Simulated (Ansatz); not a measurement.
Ca (bcc (W type), Im-3m) under volume change, r²SCAN in the plane-wave PAW code Ansatz, scaled uniformly.

```
V (Å³/atom)  E − E(relaxed) (meV/atom)     P (GPa)
-----------  -------------------------  ----------
39.420                            21.6        1.87
40.720                             9.3        1.18
42.019                             2.2        0.56
43.319                             0.0        0.00
44.618                      (withheld)  (withheld)
45.918                             8.0       -0.95
47.218                      (withheld)  (withheld)
```

Task: Fill in the missing entries.

Result: 
- 47.218, E − E(relaxed) (meV/atom): 17.3
- 47.218, P (GPa): -1.34
- 44.618, E − E(relaxed) (meV/atom): 2.1
- 44.618, P (GPa): -0.50

Task: What does a third-order Birch–Murnaghan fit give for V₀, B₀ and B′?

Result: V₀ = 43.32 Å³/atom, B₀ = 17.6 GPa, B′ = 2.7.

This is a known high-temperature phase of the composition, computed here at zero pressure and temperature. The r²SCAN relaxation kept the symmetry of its start; whether a distortion lowers the energy is not shown.

Potentials: the later of the program's two PAW sets.
